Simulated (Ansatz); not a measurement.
Be (hcp, Mg type)

```yaml
crystal:
  lattice:
    - [2.26472, 0.00000, 0.00000]
    - [-1.13236, 1.96131, 0.00000]
    - [0.00000, 0.00000, 3.56124]
  atoms:
    - { symbol: Be, position: [0.33333, 0.66667, 0.75000] }
    - { symbol: Be, position: [0.66667, 0.33333, 0.25000] }
```

The slice is a (0001) plane (indices of the conventional cell) through the point (0.333, 0.667, 0.750) (fractional), spanned by u = [110] and v = [1 -1 0] in vectors of this cell: u (2.26 Å) and v (3.92 Å, at 90° to u). It covers one period; positions are fractions (u, v).

The numbers are results of PBE (plane waves to 420 eV, PAW, scalar-relativistic; Ansatz, a quantum-chemistry and plane-wave program), not measurements. k mesh 23×23×13. Inside the PAW spheres the values are not all-electron values, and peaks at nuclei hang on which shells count as valence. Be was relaxed with its symmetry unable to fall.

Question: The ELF has a maximum in the middle third of the Be–Be line. Where, and how high?

Answer: 0.62, 1.1 Å from Be.

Question: What is the valence density on the shortest Be–Be line in this plane (2.26 Å), at its midpoint?

Answer: 0.26 e/Å³.

Question: Predict the map of the electrostatic potential energy of an electron, from the cell's mean on the slice.

Answer: 
```
|xxxxx.+.xxxx|
|xxxxx=%=xxxx|
|xxxx:%@%:xxx|
|xxx.+%@%+.xx|
|::-==---==-:|
|#*= xxxxx =*|
|%* xxxxxxx *|
|*-xxxxxxxxx-|
|= xxxxxxxxx |
|= xxxxxxxxx |
|+.xxxxxxxxx.|
|%=xxxxxxxxx=|
|@%:xxxxxxx:%|
|@%+.xxxxx.+%|
|--==-:::-==-|
|xxx =*#*= xx|
|xxxx *%* xxx|
|xxxxx-*-xxxx|
|xxxxx = xxxx|
|xxxxx = xxxx|
```
Scale: ten equal steps from 3.57 (start of ' ') to 6.99 (end of '@'), in the order ' .:-=+*#%@'. Values: electrostatic potential energy of an electron, from the cell's mean, in eV. The map has 12 points along u (one character each, u = 0 at the left) and 20 along v (v = 0 in the bottom row). Points within 0.9 Å of a nucleus are blanked (x), as the pseudised field means little there. The zero, the cell's mean, hangs on the PAW cores.
